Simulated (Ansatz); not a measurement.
## How much do the gradients of Na4NbInSi3O12 depend on the method?

Cell: a Materials Project structure (computed, not necessarily an observed phase), atoms as given.

Space group R3c:H (No. 161); a = 9.2400, c = 22.4875 Å, γ = 120.00°.

```csv
site,Wyckoff,site symmetry,x,y,z
Na1,18b,1,0.3050,0.3458,0.5807
Na7,6a,3.,0.0000,0.0000,0.4953
Nb,6a,3.,0.0000,0.0000,0.6468
In,6a,3.,0.0000,0.0000,0.3498
Si,18b,1,0.9606,0.3319,0.5845
O19,18b,1,0.2189,0.0335,0.3102
O25,18b,1,0.8038,0.9694,0.6931
O31,18b,1,0.0101,0.8239,0.4124
O37,18b,1,0.9672,0.1547,0.5884
```

One atom of each set is listed; the run and its k-mesh use a cell of 42 atoms with edges of 9.20, 9.20, 9.20 Å.

First run. Method: Kohn–Sham DFT in Ansatz, PBE, plane waves and PAW, scalar-relativistic, 420 eV cutoff, Γ-centred 3×3×3 k-points, Fermi–Dirac smearing 0.02 eV.

| site | V_zz (10²¹ V/m²) | η |
| --- | --- | --- |
| Na1 | -0.88 | 0.39 |
| Na7 | -1.05 | 0.00 |
| Nb | 1.05 | 0.00 |
| In | 6.17 | 0.00 |
| Si | 2.76 | 0.69 |
| O19 | 6.08 | 0.34 |
| O25 | 5.80 | 0.05 |
| O31 | 6.10 | 0.41 |
| O37 | 5.96 | 0.03 |

Second run. The same atoms and settings, except that the functional is r2SCAN and the cutoff is 500 eV.

Question: Given the first result, estimate the second.

Answer: 

| site | V_zz | η | change of V_zz |
| --- | --- | --- | --- |
| Na1 | -0.92 | 0.33 | -0.04 |
| Na7 | -1.06 | 0.00 | -0.01 |
| Nb | 0.99 | 0.00 | -0.06 |
| In | 6.09 | 0.00 | -0.08 |
| Si | 2.82 | 0.68 | +0.06 |
| O19 | 5.71 | 0.35 | -0.37 |
| O25 | 5.82 | 0.05 | +0.02 |
| O31 | 5.96 | 0.45 | -0.14 |
| O37 | 5.98 | 0.03 | +0.02 |

The largest change of V_zz is on O19, from 6.08 to 5.71. In per cent, |V_zz| changes by +1 to +4 on Na, -6 on Nb, -1 on In, +2 on Si, -6 to 0 on O (all sites that start above 0.5).

Without spin–orbit coupling (the program notes it for In and Nb) the gradients are little affected as a rule: paired runs on crystals with a gap mostly move them by under 2 % at such atoms.
For the first run: The largest force is 0.4 eV/Å, so the atoms aren't at the calculated equilibrium and relaxing them would move these values.
For the second run: At this cell the r2SCAN pressure is -5 GPa, so with r2SCAN the cell would shrink if it were relaxed. The entry's cell may itself be off. The largest force is 0.3 eV/Å, so the atoms aren't at the calculated equilibrium and relaxing them would move these values.
